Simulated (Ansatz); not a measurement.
Input:

TiNF:
```
TiNF
1.0
    3.04903     0.00000     0.00000
    0.00000     3.92434     0.00000
    0.00000     0.00000     5.75011
Ti N F
2 2 2
Cartesian
  1.52451   0.00000   4.93413
  0.00000   1.96217   0.81599
  1.52451   1.96217   5.28567
  0.00000   0.00000   0.46444
  0.00000   0.00000   3.60630
  1.52451   1.96217   2.14382
```

This is the r²SCAN+D4-relaxed structure. Cartesian axes are those of the cell as given.

Q: All from the program Ansatz at the r²SCAN+D4 level (PAW), unless another level is named. Predict the HSE06 gap on the r²SCAN+D4 cell.

A: 1.71 eV.

Q: And the band gap?

A: 0.93 eV (smallest direct gap 0.93 eV).

Q: And the conduction-band minimum?

A: at Γ.

Q: Give the valence-band maximum.

A: at Z (k = 0.000, 0.000, 0.500 in fractions of the reciprocal vectors).

Space group Pmmn. The first step of the workflow began from a Materials Project structure, measured or hypothetical; the Crystallography Open Database copy checked does not list it. Its standing as an ambient phase is unchecked. The r²SCAN+D4 relaxation kept the symmetry of its start; whether a distortion lowers the energy is not shown. The run is not spin-polarised.

Potentials: the later of the program's two PAW sets.
